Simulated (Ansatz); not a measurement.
Relaxed-ion elastic tensor of ZrC (rock salt, space group No. 225) in GPa (Voigt order), PBEsol in the plane-wave PAW code Ansatz; density 6.74 g/cm³, 12.72 Å³ per atom.

```
497  106  106  0.0  0.0  0.0
106  497  106  0.0  0.0  0.0
106  106  497  0.0  0.0  0.0
0.0  0.0  0.0  156  0.0  0.0
0.0  0.0  0.0  0.0  156  0.0
0.0  0.0  0.0  0.0  0.0  156
```

**Question.** Is the crystal mechanically stable?

**Answer.** Yes: the smallest eigenvalue of C is 156 GPa.

**Question.** Work out the Voigt, Reuss and Hill averages.

**Answer.** K_V = 236, K_R = 236, K_H = 236; G_V = 172, G_R = 170, G_H = 171 GPa.

**Question.** Give Young's modulus, Poisson's ratio, Pugh's ratio and the universal anisotropy index.

**Answer.** E = 9KG/(3K + G) = 413 GPa; ν = 0.21; K/G = 1.38 (brittle by the Pugh limit of 1.75); A_U = 5G_V/G_R + K_V/K_R − 6 = 0.06.

**Question.** Estimate the sound speeds and the Debye temperature.

**Answer.** v_l = √((K + 4G/3)/ρ) = 8300 m/s, v_t = √(G/ρ) = 5030 m/s, mean 5560 m/s; Θ = (h/k)(3n/4πV)^(1/3) v_m = 710 K.

**Question.** Give the Zener ratio and Young's modulus along [100], [110] and [111].

**Answer.** A = 2C44/(C11 − C12) = 0.80; 1/E = S11 − 2(S11 − S12 − S44/2)Γ with Γ = 0, 1/4, 1/3 gives 460, 400, 384 GPa.

**Question.** Solve the Christoffel equation for the three sound speeds along [100], [110], [111].

**Answer.** Eigenvalues of C_ijkl n_j n_l equal ρv². In km/s, slowest first: [100] 4.81, 4.81, 8.59; [110] 4.81, 5.39, 8.24; [111] 5.20, 5.20, 8.12.

Space group Fm-3m (rock salt). The PBEsol relaxation kept the symmetry of its start; of distortions, only those at the zone centre were tested. The run is not spin-polarised. As this level gives no gap, shear constants depend on the k-mesh and smearing (Fermi–Dirac, 0.1 eV here).

Potentials: the later of the program's two PAW sets.
